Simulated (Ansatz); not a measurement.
## Computed properties of Al₂Ru

Al2Ru:
```xyz
6
Lattice="0.0000 3.9579 4.3508 2.3323 0.0000 4.3508 2.3323 3.9579 0.0000" Properties=species:S:1:pos:R:3 pbc="T T T"
Al     1.1661     0.6242     2.1754
Al     1.1661     3.3337     2.1754
Al     2.3323     1.3547     4.3508
Al     2.3323     6.5611     4.3508
Ru     3.4984     5.9369     6.5262
Ru     2.3323     3.9579     4.3508
```

Space group Fddd (No. 70); conventional cell a = 4.6646 Å, b = 7.9158 Å, c = 8.7016 Å, α = β = γ = 90.00°.

Method: the program Ansatz at the LDA level (PAW). Geometry: relaxed at this level of theory. Other levels are named where they apply.

Cell and energy:

* **Volume per atom**: 13.39 Å³
* **Density**: 6.41 g/cm³
* **Formation energy from the elements (no fitted shifts)**: -0.71 eV/atom

Electronic structure:

- Band gap = 0.07 eV (indirect)
- Valence-band maximum = at Γ
- Conduction-band minimum = on the Γ–Σ0 line, 79 % of the way from Γ (k = 0.000, 0.323, 0.323) (2 equivalent valleys)
- Smallest direct gap on the standard path = 1.25 eV
- Electron effective mass = 0.91, 1.7, 2.0 mₑ (principal values)
- Weight of the conduction-edge state by species (Voronoi cells) = Ru 82 %, Al 18 %
- Hole effective mass = 0.12, 0.29, 0.50 mₑ (principal values)
- Weight of the valence-edge state by species (Voronoi cells) = Al 77 %, Ru 23 %

Mechanics:

Bulk modulus (Birch–Murnaghan fit): 187 GPa
Pressure derivative B′: 4.4
Elastic constants (relaxed ions, GPa): C11 = 371, C22 = 349, C33 = 407, C12 = 80.2, C13 = 115, C23 = 94.0, C44 = 75.5, C55 = 128, C66 = 106
Mechanical stability: stable (all eigenvalues of C positive)
Hill bulk and shear moduli: 189 and 115 GPa
Young's modulus: 286 GPa
Poisson's ratio: 0.25
Debye temperature from the elastic constants: 588 K

Phonons:

- Highest zone-centre frequency (without LO–TO term) = 475 cm⁻¹
- Zone-centre stability = no imaginary mode at Γ
- Dynamical stability on the path = stable (no imaginary branch)
- Zero-point energy = 51.1 meV/atom
- Vibrational entropy at 300 K = 21.8 J/(K·mol of atoms)

The first step of the workflow began from a Materials Project structure, measured or hypothetical; the Crystallography Open Database copy checked does not list it. With Al and Ru taken as one species the cell has the higher symmetry Fddd, so it may be an ordered model of a mixed-site phase. Whether it is the stable phase at ambient conditions was not checked. Symmetry was held in the LDA relaxation. The run is not spin-polarised. The references are the lowest solids computed at this level, not always the standard phases. Scalar-relativistic: spin–orbit coupling is off unless named, which matters more the heavier the elements.

Potentials: the later of the program's two PAW sets.
